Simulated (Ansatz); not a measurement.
**Cr: strain energy, fitted**

Cr, Im-3m, a = 2.814 Å. Ansatz: PBEsol, PAW, 420 eV, Γ-centred 14×14×14 mesh on 2 atoms, Gaussian smearing 0.10 eV; no spin polarisation. Series: biaxial strain in the a-b plane, c and atoms relaxed; x is the strain in per cent. y is the free energy over the unstrained cell, V0 = 11.145 Å³/atom.

| x (%) | y (meV/atom) |
| --- | --- |
| -6.0 | ? |
| -4.0 | 72.45 |
| -2.0 | 17.39 |
| 0.0 | 0.00 |
| 2.0 | 15.88 |
| 4.0 | 61.35 |
| 6.0 | 131.23 |

Question: Fit y = c2 x² + c3 x³ to the other rows, turn c2 into a modulus, and predict the missing energy.

Answer: Least squares on the rows shown. y = 4.1763 x² − 0.088253 x³. In eV per unit strain² c2 is 41.76; M is the biaxial modulus (E = M V0 ε²): 41.76 × 160.2 / (11.145) = 600 GPa. At x = -6.0 the fit asked for gives 169.41 meV/atom. The run gave 168.09 meV/atom, so the fit is 1.32 meV/atom too high, 0.79 % of the span of the series, against an rms of 0.10 meV/atom on the fitted rows. The row lies outside the fitted range. With a term in x⁴ added, a fit to the same known rows predicts 168.91 meV/atom, which recovers part of the miss; the known rows don't hold the rest.